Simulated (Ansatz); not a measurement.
Relaxation of a relaxed Ba cell, doubled along one cell vector, shaken by Gaussian noise of σ = 0.08 Å a coordinate; 2 atoms in the cell, which starts as P-1 (No. 2), aP2; a = b = 3.908 Å, c = 7.816 Å, α = β = γ = 90.00°. All values below come from r2SCAN (plane waves to 500 eV, PAW, scalar-relativistic; Ansatz, an electronic-structure program). Γ-centred k-mesh 4×8×8 on the run's cell (coarser than for final values), Fermi–Dirac smearing 0.05 eV. This is the first round of the run. 

The optimiser's lines from the output (shortened; P is positive under compression):

```
relax step   1: F+E_penalty+E_count = -11928.43419783 eV  Δ(F+E_penalty+E_count) = +0.000e0 eV  max|allowed force component| = 1.728e-1 eV/Å  Δτ_max = 0.0000 Å  P = +0.001 GPa  Ω = 119.354 Å³  (7 SCF iters, dr2 threshold 1.00e-7 eV, accepted)
relax step   2: F+E_penalty+E_count = -11928.44982443 eV  Δ(F+E_penalty+E_count) = -1.563e-2 eV  max|allowed force component| = 6.779e-2 eV/Å  Δτ_max = 0.0769 Å  P = +0.014 GPa  Ω = 119.112 Å³  (6 SCF iters, dr2 threshold 2.00e-7 eV, accepted)
relax step   3: F+E_penalty+E_count = -11928.48336516 eV  Δ(F+E_penalty+E_count) = -3.354e-2 eV  max|allowed force component| = 1.030e-1 eV/Å  Δτ_max = 0.1952 Å  P = +0.063 GPa  Ω = 118.590 Å³  (8 SCF iters, dr2 threshold 2.00e-7 eV, accepted)
relax step   4: F+E_penalty+E_count = -11928.52566284 eV  Δ(F+E_penalty+E_count) = -4.230e-2 eV  max|allowed force component| = 1.677e-1 eV/Å  Δτ_max = 0.1979 Å  P = +0.218 GPa  Ω = 117.931 Å³  (7 SCF iters, dr2 threshold 2.00e-7 eV, accepted)
relax step   5: F+E_penalty+E_count = -11928.57156604 eV  Δ(F+E_penalty+E_count) = -4.590e-2 eV  max|allowed force component| = 2.291e-1 eV/Å  Δτ_max = 0.1963 Å  P = +0.392 GPa  Ω = 117.557 Å³  (8 SCF iters, dr2 threshold 2.00e-7 eV, accepted)
relax step   6: F+E_penalty+E_count = -11928.63888884 eV  Δ(F+E_penalty+E_count) = -6.732e-2 eV  max|allowed force component| = 1.284e-1 eV/Å  Δτ_max = 0.1946 Å  P = +0.497 GPa  Ω = 118.132 Å³  (7 SCF iters, dr2 threshold 2.00e-7 eV, accepted)
relax step   7: F+E_penalty+E_count = -11928.70449813 eV  Δ(F+E_penalty+E_count) = -6.561e-2 eV  max|allowed force component| = 7.144e-2 eV/Å  Δτ_max = 0.1952 Å  P = +0.568 GPa  Ω = 119.786 Å³  (8 SCF iters, dr2 threshold 2.00e-7 eV, accepted)
relax step   8: F+E_penalty+E_count = -11928.77079127 eV  Δ(F+E_penalty+E_count) = -6.629e-2 eV  max|allowed force component| = 4.185e-2 eV/Å  Δτ_max = 0.2000 Å  P = +0.571 GPa  Ω = 123.154 Å³  (9 SCF iters, dr2 threshold 2.00e-7 eV, accepted)
relax step   9: F+E_penalty+E_count = -11928.83148213 eV  Δ(F+E_penalty+E_count) = -6.069e-2 eV  max|allowed force component| = 6.776e-2 eV/Å  Δτ_max = 0.0860 Å  P = +0.280 GPa  Ω = 128.717 Å³  (7 SCF iters, dr2 threshold 2.00e-7 eV, accepted)
relax step  10: F+E_penalty+E_count = -11928.85441127 eV  Δ(F+E_penalty+E_count) = -2.293e-2 eV  max|allowed force component| = 8.211e-2 eV/Å  Δτ_max = 0.1930 Å  P = -0.044 GPa  Ω = 134.057 Å³  (9 SCF iters, dr2 threshold 2.00e-7 eV, accepted)
relax step  11: F+E_penalty+E_count = -11928.86471402 eV  Δ(F+E_penalty+E_count) = -1.030e-2 eV  max|allowed force component| = 9.572e-3 eV/Å  Δτ_max = 0.0744 Å  P = +0.081 GPa  Ω = 132.135 Å³  (8 SCF iters, dr2 threshold 2.00e-7 eV, accepted)
relax step  12: F+E_penalty+E_count = -11928.87594800 eV  Δ(F+E_penalty+E_count) = -1.123e-2 eV  max|allowed force component| = 8.567e-3 eV/Å  Δτ_max = 0.0155 Å  P = +0.066 GPa  Ω = 131.649 Å³  (7 SCF iters, dr2 threshold 1.46e-7 eV, accepted)
relax step  13: F+E_penalty+E_count = -11928.87762044 eV  Δ(F+E_penalty+E_count) = -1.672e-3 eV  max|allowed force component| = 2.578e-3 eV/Å  Δτ_max = 0.0076 Å  P = +0.041 GPa  Ω = 131.983 Å³  (6 SCF iters, dr2 threshold 2.00e-7 eV, accepted)
relax step  14: F+E_penalty+E_count = -11928.90044396 eV  Δ(F+E_penalty+E_count) = -2.282e-2 eV  max|allowed force component| = 1.274e-3 eV/Å  Δτ_max = 0.0018 Å  P = -0.082 GPa  Ω = 132.603 Å³  (7 SCF iters, dr2 threshold 2.00e-7 eV, accepted)
relax step  15: F+E_penalty+E_count = -11928.90971022 eV  Δ(F+E_penalty+E_count) = -9.266e-3 eV  max|allowed force component| = 2.967e-2 eV/Å  Δτ_max = 0.0134 Å  P = -0.049 GPa  Ω = 131.374 Å³  (8 SCF iters, dr2 threshold 2.00e-7 eV, accepted)
relax step  16: F+E_penalty+E_count = -11928.92960406 eV  Δ(F+E_penalty+E_count) = -1.989e-2 eV  max|allowed force component| = 1.750e-2 eV/Å  Δτ_max = 0.0089 Å  P = +0.083 GPa  Ω = 128.774 Å³  (7 SCF iters, dr2 threshold 2.00e-7 eV, accepted)
relax step  17: F+E_penalty+E_count = -11928.93199135 eV  Δ(F+E_penalty+E_count) = -2.387e-3 eV  max|allowed force component| = 5.761e-4 eV/Å  Δτ_max = 0.0070 Å  P = +0.014 GPa  Ω = 129.620 Å³  (6 SCF iters, dr2 threshold 2.00e-7 eV, accepted)
relax step  18: F+E_penalty+E_count = -11928.93201749 eV  Δ(F+E_penalty+E_count) = -2.613e-5 eV  max|allowed force component| = 1.296e-4 eV/Å  Δτ_max = 0.0003 Å  P = +0.002 GPa  Ω = 129.780 Å³  (6 SCF iters, dr2 threshold 3.46e-9 eV, accepted)
relax step  19: F+E_penalty+E_count = -11928.93456468 eV  Δ(F+E_penalty+E_count) = -2.547e-3 eV  max|allowed force component| = 1.223e-4 eV/Å  Δτ_max = 0.0000 Å  P = +0.032 GPa  Ω = 129.780 Å³  stress off target by 8.56e-2 GPa  SCF on the basis re-selected at this cell (its energy is not comparable with the rows above)  (8 SCF iters)
relax step  20: F+E_penalty+E_count = -11928.93473520 eV  Δ(F+E_penalty+E_count) = -1.705e-4 eV  max|allowed force component| = 8.624e-5 eV/Å  Δτ_max = 0.0002 Å  P = +0.008 GPa  Ω = 130.137 Å³  (6 SCF iters, dr2 threshold 1.83e-8 eV, accepted)
relax step  21: F+E_penalty+E_count = -11928.93474688 eV  Δ(F+E_penalty+E_count) = -1.168e-5 eV  max|allowed force component| = 5.214e-4 eV/Å  Δτ_max = 0.0005 Å  P = +0.000 GPa  Ω = 130.258 Å³  (7 SCF iters, dr2 threshold 1.24e-9 eV, accepted)
relax step  22: F+E_penalty+E_count = -11928.93475234 eV  Δ(F+E_penalty+E_count) = -5.464e-6 eV  max|allowed force component| = 5.249e-4 eV/Å  Δτ_max = 0.0000 Å  P = +0.000 GPa  Ω = 130.258 Å³  stress off target by 9.53e-4 GPa  SCF on the basis re-selected at this cell (its energy is not comparable with the rows above)  (6 SCF iters)
```

From the first to the last row the energy changes by -0.25 eV/atom and the volume by +9.1 %. The last row is marked as not comparable with the walk above it, whose basis was carried along; it does compare with step 1, since both stand on a basis selected at the nominal cutoff for their own cell.

Later rounds, restarted from the end of this one on a renewed k-mesh, logged 8 more steps and released under 0.01 eV/atom more. The final structure after all rounds: Im-3m (No. 229), cI2, bcc (W type); a = b = c = 5.0690 Å, α = β = γ = 90.00°. Between re-selections the logged energies stand on a plane-wave basis carried along with the cell. No spin polarisation in the result.

The run could not lose the symmetry of its start.

Of the parent cell (Pm-3m (No. 221)): it is a generated cell of Ba: the first start was made by placing the elements on the sites of a structure type, and the end was not matched to a known phase here, so it may be hypothetical. Known forms of Ba include space group No. 229.
